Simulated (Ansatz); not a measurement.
Below is a relaxed structure of In3Ga2As5. The cell was found from a structure generator's guess, not taken from experiment.

Computed with DFT PBE, scalar-relativistic, plane waves, PAW in Ansatz 0.2.0. Cutoff 420 eV, Γ-centred mesh, Gaussian smearing, no spin polarisation.

```
In Ga As
1.0
    -2.12070    2.12070   15.11089
     2.12070   -2.12070   15.11089
     2.12070    2.12070  -15.11089
In Ga As
3 2 5
Direct
  0.89443 0.89443 0.00000
  0.50000 0.50000 0.00000
  0.10557 0.10557 0.00000
  0.70420 0.70420 0.00000
  0.29580 0.29580 0.00000
  0.25000 0.75000 0.50000
  0.84124 0.34124 0.50000
  0.44721 0.94721 0.50000
  0.05279 0.55279 0.50000
  0.65876 0.15876 0.50000
```

Energies over the elements count from the elements' standard structures at the same level, with no fitted energy shifts.

(1) What space group does it have?

(2) What is its formation energy per atom?

(3) Is it a metal?

Answers

(1) I-4m2 (No. 119), with In and Ga ordered on zinc blende sites. Conventional cell: a = 4.241 Å, c = 30.222 Å. In on a site of symmetry 2mm is surrounded by 4 As at 2.65–2.66 Å; In on a site of symmetry -4m2 has 4 As at 2.65 Å; around Ga lie 4 As at 2.53 Å; As on a site of symmetry -4m2 has 4 Ga at 2.53 Å; 2 more sites not described.

(2) −0.27 eV/atom. Whether it is stable depends on the other phases of the system, which aren't compared here.

(3) There is no gap on the 12×12×12 mesh, but valence and conduction bands meet within 0.015 eV, so at this level it has a zero gap rather than a metal's Fermi surface.

The last run used a 12×12×12 mesh for its 10-atom cell and Gaussian smearing of 0.10 eV. The zero gap may come from the functional, which often closes small gaps. The reference form of As is held partly by dispersion forces, which this level lacks. Symmetry constrained the relaxation, so the result can be a saddle point.
